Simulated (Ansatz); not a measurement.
Sr:
```
Sr
1.0
    0.00000     3.04961     3.04961
    3.04961     0.00000     3.04961
    3.04961     3.04961     0.00000
Sr
1
Cartesian
  0.00000   0.00000   0.00000
```

Relaxed with r²SCAN. Special points in fractions of this cell's reciprocal vectors: Γ (0.000, 0.000, 0.000); X (0.500, 0.000, 0.500); U (0.625, 0.250, 0.625); K (0.375, 0.375, 0.750); L (0.500, 0.500, 0.500); W (0.500, 0.250, 0.750).

Task: List the band energies nearest the Fermi level at these points for the program Ansatz at the r²SCAN level (PAW).

Result: In eV from the Fermi level; about four levels below and three above (degenerate sets whole), none deeper than 8.9 eV; points with the same levels are listed once.

```tsv
k	below	above
Γ	-3.78	2.70 2.70 2.70
X	-0.55	0.54 0.98 5.26
U	-0.02	0.37 0.85 3.73
L	-1.03 -0.06	2.51 2.51 5.27 5.27
W	–	0.14 0.70 0.70
```

Space group Fm-3m (fcc (Cu type)). The r²SCAN relaxation kept the symmetry of its start. Scalar-relativistic: spin–orbit coupling is off unless named, which matters more the heavier the elements.

Potentials: the later of the program's two PAW sets.
